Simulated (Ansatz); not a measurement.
KCl (rock salt) is sheared across one {110} plane: the third cell vector gains the shift, so faults repeat every 6.8 Å. The cut lies between planes 2.26 Å apart; the cell height is held.

```yaml
crystal:
  lattice:
    - [4.51217, 0.00000, 0.00000]
    - [0.00000, 6.38117, 0.00000]
    - [2.25608, 3.19058, 6.76825]
  atoms:
    - { symbol: Cl, position: [0.00000, 0.00000, 0.83333] }
    - { symbol: Cl, position: [0.33333, 0.33333, 0.16667] }
    - { symbol: Cl, position: [0.66667, 0.66667, 0.50000] }
    - { symbol: K, position: [0.00000, 0.50000, 0.83333] }
    - { symbol: K, position: [0.33333, 0.83333, 0.16667] }
    - { symbol: K, position: [0.66667, 0.16667, 0.50000] }
```

In-plane vectors a = (4.512, 0.000) Å, b = (0.000, 6.381) Å, area 28.79 Å². The shift is s times the vector b (length 6.381 Å), so s = 1 restores the start. Atoms relax along the normal only. γ = [E(shift) − E(0)] / area.

Computed with PBE (plane waves to 420 eV, PAW, scalar-relativistic; Ansatz, a first-principles code). k mesh 7×7×7 (Γ-centred), Fermi-Dirac smearing 0.05 eV. E is the zero-smearing estimate. Stress and pressure are positive under compression. Faults lie only 6.8 Å apart, and holding the cell height raises γ above its relaxed value. KCl was relaxed with its symmetry unable to fall. γ is measured from zero shift.

```tsv
s	σ normal to the fault (GPa)	γ (mJ/m²)
0.000	0.0	0
0.083	-0.1	53
0.167	-0.3	221
0.250	0.5	480
0.333	2.0	730
0.417	(withheld)	899
0.500	3.6	958
0.583	(withheld)	899
0.667	2.0	730
0.750	0.5	480
0.833	-0.3	221
0.917	-0.1	53
```

Question: Fill in the missing entries.

Answer: 
- 0.417, σ normal to the fault (GPa): 3.1
- 0.583, σ normal to the fault (GPa): 3.1

(The slope of γ gives the shear force per area between the displaced halves; near zero shift its curvature is an elastic stiffness.)
